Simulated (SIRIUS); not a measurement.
Consider a self-consistent single point of CdS (P6_3mc, 8 atoms in the cell; from Materials Project mp-672, changed as shown).

```
CELL_PARAMETERS angstrom
      4.08546     0.00000     0.00000
      0.00000     7.07623     0.00000
      0.00000     0.00000     6.64403
ATOMIC_POSITIONS crystal
  Cd 0.50000 0.16667 0.50022
  Cd 0.00000 0.33333 0.00022
  Cd 0.00000 0.66667 0.50022
  Cd 0.50000 0.83333 0.00022
  S  0.50000 0.16667 0.87678
  S  0.00000 0.33333 0.37678
  S  0.00000 0.66667 0.87678
  S  0.50000 0.83333 0.37678
```

Level of theory: PBE, SSSP 1.1.2 efficiency PBE pseudopotentials (plane waves; SIRIUS).

SIRIUS settings:

- parameters.ngridk = 6 4 4
- parameters.xc_functionals = [XC_GGA_X_PBE, XC_GGA_C_PBE]
- parameters.gk_cutoff = 8.062 1/bohr
- parameters.pw_cutoff = 25.496 1/bohr
- parameters.smearing = fermi_dirac
- parameters.smearing_width = 0.00183747 Ha
- potentials = SSSP 1.1.2 efficiency PBE pseudopotentials
- parameters.electronic_structure_method = pseudopotential
- parameters.num_bands = 43
- parameters.num_mag_dims = 0
- parameters.num_dft_iter = 100
- parameters.energy_tol = 1e-07 Ha
- parameters.density_tol = 1e-06
- mixer.type = anderson
- mixer.beta = 0.5
- mixer.use_hartree = true

Results:

```
Item                                                       Value
------------------------------------------------  --------------
Number of valence electrons                                   72
Number of bands                                               43
Number of k-points after the program's reduction              36
Number of plane waves (most at a k-point)                  11504
Number of SCF iterations                                      16
FFT grid                                          72 × 120 × 108
Free energy E − TS                                 -7969.4759 eV
Gap on the k-point mesh                                  1.27 eV
Pressure                                                5.34 GPa
```

Stress (GPa, positive for compression):
```
5.33  0.00  0.00
0.00  5.31  0.00
0.00  0.00  5.39
```

Gaps are taken between levels on the mesh.

For comparison: a first run was changed to give this one (lattice scaled by 0.98), and from it to this one the free energy goes up by 29.8 meV/atom, the pressure goes from 1.24 to 5.34 GPa, the largest force hardly changes (0.003 to 0.001 eV/Å) and the gap on the mesh goes from 1.135 to 1.273 eV.

The structure comes from a collection of computed structures, made at another level of theory; the collection holds predicted forms beside known ones.

Cost on one core: roughly 7 core-minutes.
